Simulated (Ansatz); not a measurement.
# What a change of settings does to a run on BiMo

The structure comes from a relaxation in the same program, started in the rocksalt type, and has space group Fm-3m. Whether it is a known phase or the ground state wasn't checked.

First run: DFT, PBEsol, all-electron LAPW, scalar-relativistic (Ansatz 0.2.0).

Command: `ansatz run input.yaml --threads 1 --pin off --max-ram 2048MiB --backend cpu --events-out ev --progress --plain --runs-dir out` The run took about 25 s on 1 thread of a shared machine.

```yaml
crystal:
  lattice:
    - [0.0, 2.8444813037, 2.8444813037]
    - [2.8444813037, 0.0, 2.8444813037]
    - [2.8444813037, 2.8444813037, 0.0]
  atoms:
    - { symbol: Mo, position: [0.0, 0.0, 0.0] }
    - { symbol: Bi, position: [0.5, 0.5, 0.5] }
kpoints:
  mp_grid: { grid: [12, 12, 12] }
  band_path:
    path:
      - [0.0, 0.0, 0.0]
      - [0.5, 0.0, 0.5]
      - [0.625, 0.25, 0.625]
      - [0.375, 0.375, 0.75]
      - [0.0, 0.0, 0.0]
      - [0.5, 0.5, 0.5]
      - [0.5, 0.25, 0.75]
      - [0.5, 0.0, 0.5]
    npoints: 5
scf:
  occupations: { method: fermi_dirac, width: 0.05 }
hamiltonian:
  xc: pbesol
  pseudopotentials: { kind: all_electron, lapw: { basis_error: 0.00025 } }
output:
  forces: true
  stress: true
  eigenvalues: true
```

Result: converged; pressure -4.63 GPa; 8 SCF iterations.

Spin polarisation is left out, and whether a magnetic state lies lower isn't shown here.

No spin–orbit coupling, which matters for the heavy atoms here.

The input is then changed:

```diff
@@ -8,5 +8,5 @@
     - { symbol: Bi, position: [0.5, 0.5, 0.5] }
 kpoints:
-  mp_grid: { grid: [12, 12, 12] }
+  mp_grid: { grid: [15, 15, 15] }
   band_path:
     path:
@@ -21,5 +21,5 @@
     npoints: 5
 scf:
-  occupations: { method: fermi_dirac, width: 0.05 }
+  occupations: { method: fermi_dirac, width: 0.005 }
 hamiltonian:
   xc: pbesol
```

Question: Predict the outcome of the changed run.

Answer: It converged; energy at zero smearing +0.4 meV/atom from the first run; pressure -4.73 GPa; 8 SCF iterations.
